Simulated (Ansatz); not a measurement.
Level: r2SCAN, no spin polarisation; 500 eV; 9×9×8 Γ-centred mesh; fermi-dirac occupations (width 0.0754 eV); Ansatz 0.2.0, fixed geometry.

Computed maps in the lattice plane spanned by a (left to right, 3.23 Å, 10 points from zero) and b (bottom to top, 6.28 Å, 19 points from zero), 75° apart, at height 0.500 along c. The fields are smooth PAW ones with compensation charges, not the true ones near nuclei.

Valence density. Digits on a logarithmic scale: 0 up to 0.03 e/Å³, each further digit a factor of 1.6, 9 from 1.3 e/Å³ up:
```
5569999985
5557999975
5455678765
5455666665
5555566665
5555554455
6666653335
6666653235
6656665335
6533566656
6532356666
6533356666
5554455555
5566665555
5566666554
5567876554
5579999755
5589999965
5579999975
```

ELF. Ten even steps from '0' (0.01) to '9' (0.74):
```
5426989933
5533699633
5544344334
5456655566
6556776777
7777741037
9999820004
9999930002
7745761002
7200167547
9200039999
9400028999
7730147777
6777677655
5665556654
5433443445
5336996335
5339989624
5339838933
```

Question: The cell is Al₂Cr₂Re. Which atoms lie within 0.2 Å of this plane, and where (fractions of a and b)?

Answer: Re at (0.50, 0.00), Al at (0.29, 0.41), Al at (0.71, 0.59). The whole cell:
```
CELL_PARAMETERS angstrom
3.22799 0.00000 0.00000
1.61399 -6.07249 0.00000
0.00000 0.00000 -3.26118
ATOMIC_POSITIONS crystal
Cr 0.14686 0.70628 0.00000
Cr 0.85314 0.29372 0.00000
Re 0.50000 0.00000 0.50000
Al 0.29401 0.41198 0.50000
Al 0.70599 0.58802 0.50000
```

Origin: a known structure type with other elements, at an estimated volume, so it need not be a known compound. Caveats: no spin polarisation, so a magnetic state may lie lower; atoms or cell far from equilibrium.
